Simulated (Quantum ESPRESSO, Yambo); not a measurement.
NH$_{4}$Br (space group P-43m, No. 215): static response along x against the Γ-centred k mesh (Yambo on norm-conserving LDA (Quantum ESPRESSO, 84 Ry, no spin-orbit coupling) bands; 42 bands, 3 Ry block). The smallest direct LDA gap is 4.02 eV.

```
k mesh    ε(0), independent particles  ε(0), RPA with local fields        rough Yambo cost
--------  ---------------------------  ---------------------------  ----------------------
4×4×4                            3.55                         3.10               about 1/6
6×6×6                            3.50                         3.05               about 1/5
10×10×10                         3.49                         3.04  within a factor of two
12×12×12                         3.49                         3.04                       1
```

The last step changes the RPA value by 0.0 %. Electronic response only; costs are rough.

Geometry of the Materials Project entry, not relaxed at this level; primitive cell a = 4.0001 Å, b = 4.0001 Å, c = 4.0001 Å, α = 90.00°, β = 90.00°, γ = 90.00°.
